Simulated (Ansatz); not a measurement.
Computed with DFT PBE, scalar-relativistic, plane waves, PAW (Ansatz). The final run on the 6-atom cell used 420 eV, a Γ-centred 15×15×4 mesh, 0.10 eV smearing and no spin polarisation.

Energies over the elements count from the elements' standard structures at the same level, with no fitted energy shifts.

Question: Give a relaxed trial structure of a trigonal metal made of Be, Li and S, with a formation energy near −0.65 eV/atom and a density near 2.30 g/cm³, in a cell of 6 atoms.

Answer: Li2BeS3, space group P-3m1 (No. 164). Around Li lie 6 S at 2.53–2.58 Å; around Be lie 6 S at 2.28 Å; S on a site of symmetry -3m is surrounded by 6 Li at 2.53 Å; S on a site of symmetry 3m has 3 Be at 2.28 Å and 3 Li at 2.58 Å.

Space group P-3m1 (No. 164). a = 3.181 Å, b = 3.181 Å, c = 9.796 Å, α = 90.00°, β = 90.00°, γ = 120.00°
```
atom  site  symmetry       x       y       z
  Li    2d       3m.  0.3333  0.6667  0.6772
  Be    1a      -3m.  0.0000  0.0000  0.0000
   S    1b      -3m.  0.0000  0.0000  0.5000
   S    2d       3m.  0.3333  0.6667  0.1371
```

- Volume per atom: 14.30 Å³
- Density: 2.30 g/cm³
- Energy over the elements: −0.65 eV/atom
- Gap on the 15×15×4 mesh of the 6-atom cell: 0 eV (a metal)

It was reached by relaxing an invented guess, and it needn't be the stable form of this composition. The answer needn't be unique; the calculation gave this one.

The reference form of S is held partly by dispersion forces, which this level lacks. A structure relaxed within its symmetry needn't be a true minimum.
